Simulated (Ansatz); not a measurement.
A scan (energy against volume; even scaling of the relaxed cell, symmetry kept) gave these values. Method: PBE (plane waves to 420 eV, PAW, scalar-relativistic; Ansatz, a program for electronic structure).

* **Bulk modulus B₀ (third-order Birch-Murnaghan fit)**: 131 GPa
* **Pressure derivative B₀′ (fit)**: 4.1
* **Equilibrium volume of the fit**: 13.91 Å³/atom

Question: Of these crystals, all scanned alike, which one is it?
(A) CdTe (zinc blende)
(B) BAs (zinc blende)
(C) Ni (fcc, Cu type)

Answer: B, BAs (zinc blende). The others have, for the bulk modulus: CdTe 35.0 GPa, Ni 197 GPa

All were relaxed with their symmetry unable to fall. Relaxed Ni ends ferromagnetic. Spin-orbit coupling is left out. The PAW data are Ansatz's earlier set. The magnetic order is the one the run started from; other orders were not tried. (This holds for the magnetic or f-shell members.)

(A scan under strain: stresses follow from slopes of the energy per volume, elastic moduli from its curvatures.)
